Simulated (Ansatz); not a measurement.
**Run on TiCo (Pm-3m) — parallel moments**

Computed with Ansatz 0.2.0, DFT, PBE, PAW with Ansatz's default frozen-core files, scalar-relativistic.

Command: `ansatz run input.yaml --threads 2 --pin off --max-ram 6144MiB --backend cpu --events-out ev --progress --plain --runs-dir out`

```yaml
crystal:
  lattice:
    - [2.98611099, 0.0, 0.0]
    - [0.0, 2.98611099, 0.0]
    - [0.0, 0.0, 5.97222198]
  atoms:
    - { symbol: Ti, position: [0.0, 0.0, 0.0], spin: 1.0 }
    - { symbol: Ti, position: [0.0, 0.0, 0.5], spin: 1.0 }
    - { symbol: Co, position: [0.5, 0.5, 0.25], spin: 2.0 }
    - { symbol: Co, position: [0.5, 0.5, 0.75], spin: 2.0 }
magnetization:
  spin_polarized: true
kpoints:
  mp_grid: { grid: [12, 12, 6] }
scf:
  occupations: { method: fermi_dirac, width: 0.03 }
  lower_state_search: "off"
hamiltonian:
  xc: pbe
  pseudopotentials: { kind: paw }
output:
  forces: true
  stress: true
  eigenvalues: true
```

Output:

```
Engine: ansatz 0.2.0
Pseudopotentials: kind: paw
Pseudopotential: Ti, paw, valence charge 12, recommended cutoff 420 eV (normal), Ti.paw.azcp
Pseudopotential: Co, paw, valence charge 17, recommended cutoff 420 eV (normal), Co.paw.azcp
Functional definition: PBE
  parameter kappa = 0.804
  parameter beta = 0.06672455060314922
  exchange = pbe_x(kappa = kappa, mu = beta*pi^2/3)
  correlation = pbe_c(beta = beta)
Crystal: 4 atoms, lattice volume = 53.253 Å³
Basis set: ecut = 420 eV, 983 PW (Γ), exchange–correlation on 40×40×80 points (8 copies of the dense FFT grid, shifted against one another)
Bands: 39, of which v1, the nominal top of the filled ones, is band 29 counted from 1 (28 counted from 0)
Symmetry: 32 space group operations
Space group: Pm-3m (ITA 221), of the structure as read, at distance tolerance 3.8e-5 Å
Magnetic group: BNS 221.92 (UNI 1594), of the structure as read, at distance tolerance 3.8e-5 Å
k-points: 112 of 864
Non-local potential: Ti, projectors of the file, l = 0: 3, l = 1: 2, l = 2: 3, l = 3: 1
Non-local potential: Co, projectors of the file, l = 0: 3, l = 1: 2, l = 2: 3, l = 3: 1
PAW form: soft (Blöchl's): semilocal exchange-correlation on the pseudo side does not see the compensation charge
PAW one-centre angular grid: Ti, 590 points (default); XC on 64 Gauss nodes
PAW one-centre angular grid: Co, 590 points (default); XC on 64 Gauss nodes
Initial density: superposition of atomic densities (chi_scale 0.1, normalization cell)
Starting moments: Σ|m| = 6 μB on 4 of 4 sites
Initial wavefunctions: pseudopotential atomic-orbital guess
Functional: x = pbe(κ = 0.804, μ = 0.2195149727645171), c = pbe(β = 0.06672455060314922)
SCF iter   1: F=—  HF=-15254.283710 eV  |F-HF|=—  |Δ(HF+E_count)|=         —  Δρ=1.67e-1 (↑1.06e-1 ↓1.67e-1)  dr2=1.94e1  dr2_m=5.89e0  M=1.665 μB ∫|m|=1.685 μB  β_m=0.30  ethr=3.10e-3  ⟨swp⟩=4.4  Hψ=26758  notcnv=0
preconditioner: auto → Kerker (q_TF=auto, 2.767 Å⁻¹)  [metal: Δε(μ)=0.000 eV  Ē_g=5.426 eV  σ=0.030 eV  W_gap=0.00  n_scr=16 (ndim 8)  ℏωp=25.9 eV  f_vac=0.000  D(μ)=4.10/eV (n_scr^D=46)]
spin=Collinear: Kerker preconditioning applied to the charge; magnetization (m = ρ↑ − ρ↓) channel mixes plain (no charge-response kernel on spin).
SCF iter   2: F=—  HF=-15253.900000 eV  |F-HF|=—  |Δ(HF+E_count)|=   3.84e-1  Δρ=1.38e-1 (↑1.38e-1 ↓7.95e-2)  dr2=1.21e1  dr2_m=1.53e0  M=2.018 μB ∫|m|=2.311 μB  β_m=0.30  ethr=3.10e-3  ⟨swp⟩=3.8  Hψ=19248  notcnv=0  defer=450
SCF iter   3: F=—  HF=-15253.277868 eV  |F-HF|=—  |Δ(HF+E_count)|=   6.22e-1  Δρ=5.46e-2 (↑5.27e-2 ↓5.46e-2)  dr2=2.07e0  dr2_m=1.10e0  M=1.913 μB ∫|m|=2.030 μB  β_m=0.30  ethr=3.10e-3  ⟨swp⟩=2.2  Hψ=14870  notcnv=0  defer=452
SCF iter   4: F=—  HF=-15253.173680 eV  |F-HF|=—  |Δ(HF+E_count)|=   1.04e-1  Δρ=3.63e-2 (↑3.63e-2 ↓3.32e-2)  dr2=9.35e-1  dr2_m=3.58e-1  M=1.979 μB ∫|m|=2.219 μB  β_m=0.30  ethr=3.10e-3  ⟨swp⟩=2.5  Hψ=13951  notcnv=0  defer=432
SCF iter   5: F=—  HF=-15253.246537 eV  |F-HF|=—  |Δ(HF+E_count)|=   7.29e-2  Δρ=3.82e-2 (↑2.60e-2 ↓3.82e-2)  dr2=9.37e-1  dr2_m=3.52e-1  M=1.810 μB ∫|m|=1.997 μB  β_m=0.30  ethr=1.61e-3  ⟨swp⟩=2.5  Hψ=14264  notcnv=0  defer=414
SCF iter   6: F=—  HF=-15253.208636 eV  |F-HF|=—  |Δ(HF+E_count)|=   3.79e-2  Δρ=1.56e-2 (↑1.56e-2 ↓1.39e-2)  dr2=4.54e-2  dr2_m=9.74e-2  M=1.908 μB ∫|m|=2.133 μB  β_m=0.30  ethr=1.61e-3  ⟨swp⟩=2.1  Hψ=11859  notcnv=0  defer=379
SCF iter   7: F=—  HF=-15253.223423 eV  |F-HF|=—  |Δ(HF+E_count)|=   1.48e-2  Δρ=1.14e-2 (↑1.08e-2 ↓1.14e-2)  dr2=6.27e-4  dr2_m=5.98e-2  M=1.866 μB ∫|m|=2.107 μB  β_m=0.30  ethr=7.83e-5  ⟨swp⟩=2.0  Hψ=11366  notcnv=0  defer=366
SCF iter   8: F=—  HF=-15253.233557 eV  |F-HF|=—  |Δ(HF+E_count)|=   1.01e-2  Δρ=8.55e-3 (↑7.81e-3 ↓8.55e-3)  dr2=3.62e-4  dr2_m=3.26e-2  M=1.847 μB ∫|m|=2.103 μB  β_m=0.30  ethr=1.08e-6  ⟨swp⟩=2.0  Hψ=16847  notcnv=0  defer=362
Mixer restart at iter 8: flushing history
spin-set hold released at iteration 8 (site moments contracting): the magnetisation degrees of freedom join the quasi-Newton model from the next iteration; the mixer history was flushed
SCF iter   9: F=—  HF=-15253.239317 eV  |F-HF|=—  |Δ(HF+E_count)|=   5.76e-3  Δρ=6.03e-3 (↑6.01e-3 ↓6.03e-3)  dr2=8.90e-5  dr2_m=1.77e-2  M=1.832 μB ∫|m|=2.103 μB  β_m=0.65  ethr=6.24e-7  ⟨swp⟩=2.1  Hψ=12706  notcnv=0  defer=359
SCF iter  10: F=—  HF=-15253.250342 eV  |F-HF|=—  |Δ(HF+E_count)|=   1.10e-2  Δρ=7.09e-3 (↑4.49e-3 ↓7.09e-3)  dr2=5.57e-2  dr2_m=1.38e-3  M=1.753 μB ∫|m|=2.079 μB  β_m=0.41  ethr=1.53e-7  ⟨swp⟩=3.0  Hψ=19312  notcnv=0  defer=359  recentre
SCF iter  11: F=—  HF=-15253.247286 eV  |F-HF|=—  |Δ(HF+E_count)|=   3.06e-3  Δρ=1.01e-3 (↑5.07e-4 ↓1.01e-3)  dr2=2.51e-4  dr2_m=2.30e-4  M=1.778 μB ∫|m|=2.112 μB  β_m=0.71  ethr=1.53e-7  ⟨swp⟩=2.9  Hψ=18427  notcnv=0  defer=347
SCF iter  12: F=—  HF=-15253.247515 eV  |F-HF|=—  |Δ(HF+E_count)|=   2.30e-4  Δρ=1.19e-3 (↑2.51e-4 ↓1.19e-3)  dr2=5.63e-4  dr2_m=2.06e-4  M=1.775 μB ∫|m|=2.124 μB  β_m=0.85  ethr=1.53e-7  ⟨swp⟩=2.1  Hψ=12687  notcnv=0  defer=343
SCF iter  13: F=—  HF=-15253.247663 eV  |F-HF|=—  |Δ(HF+E_count)|=   1.47e-4  Δρ=2.91e-4 (↑2.91e-4 ↓7.44e-5)  dr2=4.78e-5  dr2_m=9.94e-6  M=1.764 μB ∫|m|=2.156 μB  β_m=0.93  ethr=1.53e-7  ⟨swp⟩=2.0  Hψ=13230  notcnv=0  defer=343
SCF iter  14: F=—  HF=-15253.247686 eV  |F-HF|=—  |Δ(HF+E_count)|=   2.36e-5  Δρ=3.12e-4 (↑2.95e-4 ↓3.12e-4)  dr2=1.36e-4  dr2_m=6.44e-7  M=1.764 μB ∫|m|=2.161 μB  β_m=0.93  ethr=8.24e-8  ⟨swp⟩=2.9  Hψ=15049  notcnv=0  defer=339
SCF iter  15: F=—  HF=-15253.247677 eV  |F-HF|=—  |Δ(HF+E_count)|=   9.38e-6  Δρ=9.40e-5 (↑3.09e-5 ↓9.40e-5)  dr2=5.13e-6  dr2_m=9.80e-7  M=1.767 μB ∫|m|=2.163 μB  β_m=0.96  ethr=8.24e-8  ⟨swp⟩=2.0  Hψ=10879  notcnv=0  defer=339
SCF iter  16: F=—  HF=-15253.247678 eV  |F-HF|=—  |Δ(HF+E_count)|=   1.22e-6  Δρ=1.32e-4 (↑6.15e-5 ↓1.32e-4)  dr2=1.60e-5  dr2_m=8.29e-7  M=1.767 μB ∫|m|=2.163 μB  β_m=0.96  ethr=8.84e-9  ⟨swp⟩=1.1  Hψ=8474  notcnv=0  defer=339
iter 17 did not close the SCF: its close was put off for a magnetic moment that had not settled (scf_convergence_deferred on its scf_iter line)
SCF iter  17: F=-15253.247677 eV  HF=-15253.247677 eV  |F-HF|=1.84e-8  |Δ(HF+E_count)|=   7.45e-7  Δρ=1.12e-5 (↑7.03e-6 ↓1.12e-5)  dr2=1.96e-8  dr2_m=3.73e-8  M=1.768 μB ∫|m|=2.163 μB  β_m=0.98  ethr=1.72e-10  ⟨swp⟩=8.1  Hψ=33452  notcnv=0
SCF iter  18: F=-15253.247677 eV  HF=-15253.247677 eV  |F-HF|=9.78e-9  |Δ(HF+E_count)|=   1.70e-8  Δρ=4.62e-6 (↑1.63e-6 ↓4.62e-6)  dr2=1.18e-8  dr2_m=2.84e-9  M=1.768 μB ∫|m|=2.163 μB  ethr=3.39e-11  ⟨swp⟩=1.9  Hψ=24477  notcnv=0
SCF 1 converged in 18 iterations: F = -15253.247677 eV  dr2 = 1.18e-8
  greatest PAW one-centre occupation: 1.000 electrons in one spin orbital (limit 2), on the Co atom at site 3 (counted from 0), in its partial waves of l = 1
SCF converged after 18 iterations
Magnetization: 1.7678 μB (29.8839 up, 28.1161 down)
Absolute magnetization: 2.1777 μB (∫|ρ↑−ρ↓|, with the PAW one-centre terms)
Spin contamination: 0.1354 ħ² per cell (⟨S²⟩ above its minimum at these occupations)
Per-site moments (μB) at R_I (Å): [(-0.02249049115179053, 1.0667447900422087), (-0.022490491151790647, 1.0667447900422087), (0.9731926657170692, 1.0667447900422087), (0.9731926657170693, 1.0667447900422087)]
Free energy (F): -15253.247677 eV
Harris-Foulkes:  -15253.247677 eV  (|F-HF|=9.78e-9)
Internal energy: -15253.234680 eV  (E = F + TS)
E sigma→0 (E₀):  -15253.241178 eV
Entropy (-TS):   -0.012997 eV (-3.249 meV/atom)
Fermi energy:    16.681510 eV
--- Per-component energies (eV) ---
  E_band       = -810.120211
  E_kinetic    = 1458.310012
  E_local      = -7766.181059  (includes V_loc(G=0)·N_el)
  E_nonlocal   = 919.637941
  E_hartree    = 3277.865417
  E_xc         = -515.350411
  E_vxc        = -657.447432  (∫ρ·V_xc dr)
  E_paw        = -5125.418052  (= ΣΔE_a)
  E_vpaw       = -1320.178627  (= ΣTr[D̂ρ^β])
  E_aug_tail   = 0.000350  (compensation charges beyond the density's cutoff)
  E_ewald      = -7502.098879
  E_smearing   = -0.012997  (= −TS)
  E_closure    = 0.000000  (closes the sum)
  Σ components = -15253.247677   (vs F -15253.247677, Δ=0.00e0)
--- Forces (eV/Å), atoms counted from 1 ---
  atom   1  Ti    -0.00000000    -0.00000000     0.00000000
  atom   2  Ti    -0.00000000    -0.00000000     0.00000000
  atom   3  Co     0.00000000     0.00000000     0.00000000
  atom   4  Co     0.00000000     0.00000000     0.00000000
  max |Σ_I F_I| component: 5.92e-30 eV/Å
--- Stress (GPa, compression-positive) ---
       -0.218674      -0.000000       0.000000
        0.000000      -0.218674       0.000000
        0.000000       0.000000      -0.218675
  P = ⅓ Tr σ = -0.2187 GPa (-2.187 kbar)
--- Band table (eV; the first three rows and the last of 224) ---
  k-point 0 ↑: bands = ["-79.1050", "-79.1036", "-42.3992", "-42.3669", "-42.3669", "-42.3669", "-42.3648", "-42.3648", "-40.4412", "-40.3985", "-16.8517", "-16.5504", "-16.5504", "-16.5504", "-16.5287", "-16.5287", "8.9308", "12.3074", "12.4424", "12.4424", "12.8979", "13.5207", "14.6498", "14.6498", "14.7631", "14.7631", "14.7631", "15.1197", "15.9596", "16.0091", "17.1328", "17.1328", "17.3151" …
  k-point 1 ↑: bands = ["-79.1049", "-79.1037", "-42.3971", "-42.3691", "-42.3667", "-42.3667", "-42.3650", "-42.3650", "-40.4383", "-40.4013", "-16.8319", "-16.5710", "-16.5489", "-16.5489", "-16.5301", "-16.5301", "9.0685", "11.7753", "12.4962", "12.5028", "13.0553", "13.4162", "14.6538", "14.6538", "14.7526", "14.7526", "14.7848", "15.0933", "16.0716", "16.3026", "17.0737", "17.1566", "17.4220" …
  k-point 2 ↑: bands = ["-79.1047", "-79.1040", "-42.3912", "-42.3750", "-42.3664", "-42.3664", "-42.3653", "-42.3653", "-40.4305", "-40.4091", "-16.7775", "-16.6269", "-16.5450", "-16.5450", "-16.5341", "-16.5341", "9.4712", "10.9160", "12.6518", "12.6654", "13.0455", "13.1690", "14.6680", "14.6680", "14.7258", "14.7258", "14.8455", "15.0232", "16.3383", "16.8399", "16.9030", "17.1977", "17.7261" …
  k-point 111 ↓: bands = ["-77.9527", "-77.9527", "-41.2647", "-41.2647", "-41.2647", "-41.2647", "-41.2515", "-41.2515", "-40.3741", "-40.3741", "-16.8017", "-16.8017", "-16.8017", "-16.8017", "-16.6506", "-16.6506", "13.2763", "13.2763", "13.6655", "13.6655", "14.2507", "14.2507", "14.2507", "14.2507", "15.6080", "15.6080", "15.6080", "15.6080", "16.7017", "16.7017", "16.9619", "16.9619", "18.61 …
```

Site moments (μB): Ti1 -0.02, Ti2 -0.02, Co3 0.97, Co4 0.97. Cell moment 1.77 μB.

The magnetic group in the log treats spin as a scalar label, without spin–orbit coupling.

The Ansatz runs typed with the search for lower states off end where their start leads. These are results for the start and cell typed. The real compound can order otherwise, in a larger cell, or not at all, since semilocal functionals at zero temperature often overstate magnetism.

It took 5.9 s on 2 threads of AMD EPYC 9R45 96-Core Processor (Zen 5), on a shared host, peak memory 0.64 GiB.
